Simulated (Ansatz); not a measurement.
With DFT-r²SCAN+D4 in the program Ansatz with PAW potentials, Be in the hcp (Mg type) structure (P6_3/mmc) relaxes to a = 2.257 Å, c = 3.562 Å. Be has 12 nearest neighbours from 2.21 Å (anticuboctahedral).

Electronic character: metallic (no gap).

The r²SCAN+D4 relaxation kept the symmetry of its start. The pairwise dispersion correction was not fitted to metals. Axis ratios of metals converge slowly with the k-mesh, so a and c are less sure than the volume.

Potentials: the later of the program's two PAW sets.
